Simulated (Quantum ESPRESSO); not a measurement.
Mg3O2F2, one run as intended and one with a planted mistake

A calculation, not a measurement. The program is pw.x of Quantum ESPRESSO 7.5 (plane-wave density functional theory). The cell is made up: 7 atoms on a zincblende/diamond lattice with one site empty, with randomly drawn elements, strain and displacements, not relaxed. PseudoDojo standard norm-conserving files (v0.5 for PBE, v0.4.1 for LDA and PBEsol) set the functional; there is no spin polarisation, spin-orbit coupling or dispersion term, and the masses in the input are unused placeholders.

Intended input:

```
&control calculation='scf', pseudo_dir='./dojo.nc.sr.pbe.v0_5.standard.upf', outdir='./o', disk_io='medium', tprnfor=.true., tstress=.true. /
&system ibrav=0, nat=7, ntyp=3, nbnd=34, ecutwfc=84.00895049, nosym=.true., tot_charge=0,
 occupations='smearing', smearing='fd', degauss=0.0018374661
/
&electrons conv_thr=7.350e-09, electron_maxstep=60, /
ATOMIC_SPECIES
F 1.0 F.upf
Mg 1.0 Mg.upf
O 1.0 O.upf
CELL_PARAMETERS angstrom
4.3904 0.0 0.0
0.0 4.3904 0.0
0.0 0.0 4.3904
ATOMIC_POSITIONS angstrom
Mg -0.0983 0.0114 -0.0586
Mg 2.2285 -0.0414 2.104
Mg 2.1811 2.1923 0.1377
O 1.2644 1.2728 1.1844
F 1.1246 3.2668 3.4839
F 3.3743 1.325 3.2626
O 3.4471 3.2069 1.0357
K_POINTS automatic
4 4 4 1 1 1
```

The log is shortened where brackets say so; the opening notice, blank lines, dates and the lines on written files are dropped, and the path of the files is cut. It prints rydbergs, bohrs and kilobars, and counts compression as positive stress. Where no state is partly filled, the Fermi energy that it prints is only some level between the filled and the empty states on the mesh, and need not lie in the true gap.

Log of the intended run:

```
     Program PWSCF v.7.5
     Parallel version (MPI & OpenMP), running on       1 processor cores
     Number of MPI processes:                 1
     Threads/MPI process:                     1
     [start-up lines left out]
     bravais-lattice index     =            0
     lattice parameter (alat)  =       8.2967  a.u.
     unit-cell volume          =     571.0957 (a.u.)^3
     number of atoms/cell      =            7
     number of atomic types    =            3
     number of electrons       =        56.00
     number of Kohn-Sham states=           34
     kinetic-energy cutoff     =      84.0090  Ry
     charge density cutoff     =     336.0358  Ry
     scf convergence threshold =      7.3E-09
     mixing beta               =       0.7000
     number of iterations used =            8  plain     mixing
     Exchange-correlation= PBE
                           (   1   4   3   4   0   0   0)
     [axes and pseudopotential details left out]
   Cartesian axes
     site n.     atom                  positions (alat units)
         1        Mg     tau(   1) = (  -0.0223898   0.0025966  -0.0133473  )
         2        Mg     tau(   2) = (   0.5075847  -0.0094297   0.4792274  )
         3        Mg     tau(   3) = (   0.4967884   0.4993395   0.0313639  )
         4        O      tau(   4) = (   0.2879920   0.2899052   0.2697704  )
         5        F      tau(   5) = (   0.2561498   0.7440780   0.7935268  )
         6        F      tau(   6) = (   0.7685632   0.3017948   0.7431214  )
         7        O      tau(   7) = (   0.7851449   0.7304346   0.2359011  )
     number of k points=    32  Fermi-Dirac smearing, width (Ry)=  0.0018
                       cart. coord. in units 2pi/alat
        k(    1) = (   0.1250000   0.1250000   0.1250000), wk =   0.0625000
        k(    2) = (   0.1250000   0.1250000   0.3750000), wk =   0.0625000
     [further k points left out]
     Dense  grid:    59373 G-vectors     FFT dimensions: (  50,  50,  50)
     Estimated max dynamical RAM per process >      68.17 MB
     Initial potential from superposition of free atoms
     starting charge      55.9976, renormalised to      56.0000
     Starting wfcs are   31 randomized atomic wfcs +    3 random wfcs
     total cpu time spent up to now is        3.7 secs
     per-process dynamical memory:    50.1 Mb
     Self-consistent Calculation
     iteration #  1     ecut=    84.01 Ry     beta= 0.70
     Davidson diagonalization with overlap
     ethr =  1.00E-02,  avg # of iterations =  5.2
     total cpu time spent up to now is       14.7 secs
     total energy              =    -520.88140526 Ry
     estimated scf accuracy    <       1.86792766 Ry
     iteration #  2     ecut=    84.01 Ry     beta= 0.70
     Davidson diagonalization with overlap
     ethr =  3.34E-03,  avg # of iterations =  2.3
     total cpu time spent up to now is       24.9 secs
     total energy              =    -521.08249674 Ry
     estimated scf accuracy    <       3.05080790 Ry
     [iterations 3 to 9 left out]
     iteration # 10     ecut=    84.01 Ry     beta= 0.70
     Davidson diagonalization with overlap
     ethr =  1.12E-09,  avg # of iterations =  2.0
     total cpu time spent up to now is      100.0 secs
     total energy              =    -521.72481862 Ry
     estimated scf accuracy    <       0.00000002 Ry
     iteration # 11     ecut=    84.01 Ry     beta= 0.70
     Davidson diagonalization with overlap
     ethr =  4.18E-11,  avg # of iterations =  2.0
     total cpu time spent up to now is      108.9 secs
     End of self-consistent calculation
     [lines on levels left out]
     the Fermi energy is     5.6364 ev
!    total energy              =    -521.72481862 Ry
     estimated scf accuracy    <          1.7E-09 Ry
     smearing contrib. (-TS)   =      -0.00000000 Ry
     internal energy E=F+TS    =    -521.72481862 Ry
     The total energy is F=E-TS. E is the sum of the following terms:
     one-electron contribution =    -337.08092276 Ry
     hartree contribution      =     180.52244199 Ry
     xc contribution           =     -87.20694484 Ry
     ewald contribution        =    -277.95939302 Ry
     convergence has been achieved in  11 iterations
     Forces acting on atoms (cartesian axes, Ry/au):
     atom    1 type  2   force =     0.05629044    0.06277504    0.04895131
     atom    2 type  2   force =     0.01127118   -0.01113245   -0.00594319
     atom    3 type  2   force =     0.10100680    0.06634112   -0.08043975
     atom    4 type  3   force =    -0.12532738   -0.16895447    0.06758675
     atom    5 type  1   force =     0.01563834    0.04582292   -0.06205787
     atom    6 type  1   force =    -0.01956567   -0.05080069   -0.00633440
     atom    7 type  3   force =    -0.03931370    0.05594852    0.03823716
     Total force =     0.308259     Total SCF correction =     0.000126
     Computing stress (Cartesian axis) and pressure
          total   stress  (Ry/bohr**3)                   (kbar)     P=      138.93
   0.00104370   0.00006835  -0.00036179          153.53       10.05      -53.22
   0.00006835   0.00085407  -0.00060727           10.05      125.64      -89.33
  -0.00036179  -0.00060727   0.00093560          -53.22      -89.33      137.63
     init_run     :      3.53s CPU      3.69s WALL (       1 calls)
     electrons    :     97.94s CPU    105.22s WALL (       1 calls)
     forces       :      1.27s CPU      1.30s WALL (       1 calls)
     stress       :      4.85s CPU      4.92s WALL (       1 calls)
     [timing details left out]
     PWSCF        :   1m47.67s CPU   1m55.26s WALL
     JOB DONE.
```

A second run has one planted mistake: the smearing is too wide. The input lines that differ, file-writing options aside:

```
- &system ibrav=0, nat=7, ntyp=3, nbnd=34, ecutwfc=84.00895049, nosym=.true., tot_charge=0,
+ &system ibrav=0, nat=7, ntyp=3, nbnd=52, ecutwfc=84.00895049, nosym=.true., tot_charge=0,
-  occupations='smearing', smearing='fd', degauss=0.0018374661
+  occupations='smearing', smearing='fd', degauss=0.0551239833
```

Its log:

```
     Program PWSCF v.7.5
     Parallel version (MPI & OpenMP), running on       1 processor cores
     Number of MPI processes:                 1
     Threads/MPI process:                     1
     [start-up lines left out]
     bravais-lattice index     =            0
     lattice parameter (alat)  =       8.2967  a.u.
     unit-cell volume          =     571.0957 (a.u.)^3
     number of atoms/cell      =            7
     number of atomic types    =            3
     number of electrons       =        56.00
     number of Kohn-Sham states=           52
     kinetic-energy cutoff     =      84.0090  Ry
     charge density cutoff     =     336.0358  Ry
     scf convergence threshold =      7.3E-09
     mixing beta               =       0.7000
     number of iterations used =            8  plain     mixing
     Exchange-correlation= PBE
                           (   1   4   3   4   0   0   0)
     [axes and pseudopotential details left out]
   Cartesian axes
     site n.     atom                  positions (alat units)
         1        Mg     tau(   1) = (  -0.0223898   0.0025966  -0.0133473  )
         2        Mg     tau(   2) = (   0.5075847  -0.0094297   0.4792274  )
         3        Mg     tau(   3) = (   0.4967884   0.4993395   0.0313639  )
         4        O      tau(   4) = (   0.2879920   0.2899052   0.2697704  )
         5        F      tau(   5) = (   0.2561498   0.7440780   0.7935268  )
         6        F      tau(   6) = (   0.7685632   0.3017948   0.7431214  )
         7        O      tau(   7) = (   0.7851449   0.7304346   0.2359011  )
     number of k points=    32  Fermi-Dirac smearing, width (Ry)=  0.0551
                       cart. coord. in units 2pi/alat
        k(    1) = (   0.1250000   0.1250000   0.1250000), wk =   0.0625000
        k(    2) = (   0.1250000   0.1250000   0.3750000), wk =   0.0625000
     [further k points left out]
     Dense  grid:    59373 G-vectors     FFT dimensions: (  50,  50,  50)
     Estimated max dynamical RAM per process >      78.68 MB
     Initial potential from superposition of free atoms
     starting charge      55.9976, renormalised to      56.0000
     Starting wfcs are   31 randomized atomic wfcs +   21 random wfcs
     total cpu time spent up to now is        5.3 secs
     per-process dynamical memory:    41.9 Mb
     Self-consistent Calculation
     iteration #  1     ecut=    84.01 Ry     beta= 0.70
     Davidson diagonalization with overlap
     ethr =  1.00E-02,  avg # of iterations =  7.4
     total cpu time spent up to now is       25.4 secs
     total energy              =    -520.91924363 Ry
     estimated scf accuracy    <       1.82481933 Ry
     iteration #  2     ecut=    84.01 Ry     beta= 0.70
     Davidson diagonalization with overlap
     ethr =  3.26E-03,  avg # of iterations =  2.0
     total cpu time spent up to now is       38.1 secs
     total energy              =    -520.98583197 Ry
     estimated scf accuracy    <       3.48985886 Ry
     [iterations 3 to 9 left out]
     iteration # 10     ecut=    84.01 Ry     beta= 0.70
     Davidson diagonalization with overlap
     ethr =  2.00E-09,  avg # of iterations =  2.0
     total cpu time spent up to now is      145.4 secs
     total energy              =    -521.74128408 Ry
     estimated scf accuracy    <          9.2E-09 Ry
     iteration # 11     ecut=    84.01 Ry     beta= 0.70
     Davidson diagonalization with overlap
     ethr =  1.65E-11,  avg # of iterations =  2.0
     total cpu time spent up to now is      157.3 secs
     End of self-consistent calculation
     [lines on levels left out]
     the Fermi energy is     7.1495 ev
!    total energy              =    -521.74128408 Ry
     estimated scf accuracy    <          4.5E-10 Ry
     smearing contrib. (-TS)   =      -0.06647380 Ry
     internal energy E=F+TS    =    -521.67481028 Ry
     The total energy is F=E-TS. E is the sum of the following terms:
     one-electron contribution =    -336.96795259 Ry
     hartree contribution      =     180.43546852 Ry
     xc contribution           =     -87.18293320 Ry
     ewald contribution        =    -277.95939302 Ry
     convergence has been achieved in  11 iterations
     Forces acting on atoms (cartesian axes, Ry/au):
     atom    1 type  2   force =     0.05403919    0.06165039    0.04027207
     atom    2 type  2   force =     0.01249840   -0.01253245    0.00290100
     atom    3 type  2   force =     0.10145280    0.06693303   -0.08877565
     atom    4 type  3   force =    -0.12756937   -0.16333275    0.07077354
     atom    5 type  1   force =     0.01296679    0.04148612   -0.05995354
     atom    6 type  1   force =    -0.01751985   -0.04461539   -0.00687335
     atom    7 type  3   force =    -0.03586796    0.05041106    0.04165593
     Total force =     0.304418     Total SCF correction =     0.000083
     Computing stress (Cartesian axis) and pressure
          total   stress  (Ry/bohr**3)                   (kbar)     P=      152.40
   0.00110079   0.00008534  -0.00036824          161.93       12.55      -54.17
   0.00008534   0.00094926  -0.00061485           12.55      139.64      -90.45
  -0.00036824  -0.00061485   0.00105795          -54.17      -90.45      155.63
     init_run     :      4.85s CPU      5.22s WALL (       1 calls)
     electrons    :    140.30s CPU    152.05s WALL (       1 calls)
     forces       :      2.03s CPU      2.06s WALL (       1 calls)
     stress       :      5.86s CPU      5.89s WALL (       1 calls)
     [timing details left out]
     PWSCF        :   2m33.18s CPU   2m45.63s WALL
     JOB DONE.
```

|  | intended run | run with the mistake |
| --- | --- | --- |
| free energy (eV) | -7098.428 | -7098.652 |
| smearing term -TS (eV) | 0.0000 | -0.9044 |
| pressure (GPa) | 13.89 | 15.24 |
| largest force component (eV/Å) | 4.344 | 4.199 |
| largest change of a force component (eV/Å) |  | 0.227 |
| iterations | 11 | 11 |

For scale, a rerun of the intended cell at 1437 eV and a 6 x 6 x 6 mesh moved values by no more than 0.003 eV in energy, 0.05 GPa in stress and 0.006 eV/Å in force. The number of bands, nbnd, was set by rule from the electron count and the smearing, so it follows the mistake.